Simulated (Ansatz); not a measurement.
Relaxed-ion elastic tensor of CdTe (zinc blende, F-43m) in GPa (Voigt order), the program Ansatz at the PBEsol level (PAW); density 5.83 g/cm³, 34.17 Å³ per atom.

```json
[
 {"": "1", "1": "52.8", "2": "35.7", "3": "35.7", "4": "0.0", "5": "0.0", "6": "0.0"},
 {"": "2", "1": "35.7", "2": "52.8", "3": "35.7", "4": "0.0", "5": "0.0", "6": "0.0"},
 {"": "3", "1": "35.7", "2": "35.7", "3": "52.8", "4": "0.0", "5": "0.0", "6": "0.0"},
 {"": "4", "1": "0.0", "2": "0.0", "3": "0.0", "4": "19.8", "5": "0.0", "6": "0.0"},
 {"": "5", "1": "0.0", "2": "0.0", "3": "0.0", "4": "0.0", "5": "19.8", "6": "0.0"},
 {"": "6", "1": "0.0", "2": "0.0", "3": "0.0", "4": "0.0", "5": "0.0", "6": "19.8"}
]
```

Is the crystal mechanically stable?

Yes: the smallest eigenvalue of C is 17.2 GPa.

Work out the Voigt, Reuss and Hill averages.

K_V = 41.4, K_R = 41.4, K_H = 41.4; G_V = 15.3, G_R = 13.0, G_H = 14.2 GPa.

Give Young's modulus, Poisson's ratio, Pugh's ratio and the universal anisotropy index.

E = 9KG/(3K + G) = 38.2 GPa; ν = 0.35; K/G = 2.92 (ductile by the Pugh limit of 1.75); A_U = 5G_V/G_R + K_V/K_R − 6 = 0.89.

Estimate the sound speeds and the Debye temperature.

v_l = √((K + 4G/3)/ρ) = 3210 m/s, v_t = √(G/ρ) = 1560 m/s, mean 1750 m/s; Θ = (h/k)(3n/4πV)^(1/3) v_m = 161 K.

Give the Zener ratio and Young's modulus along [100], [110] and [111].

A = 2C44/(C11 − C12) = 2.31; 1/E = S11 − 2(S11 − S12 − S44/2)Γ with Γ = 0, 1/4, 1/3 gives 24.1, 40.0, 51.3 GPa.

The PBEsol relaxation kept the symmetry of its start. Spin–orbit coupling is left out wherever it is not named.

Potentials: the earlier of the program's two PAW sets. The files were generated under PBE; for other functionals the program regenerates the frozen cores, and for LDA and PBEsol the local potential too.
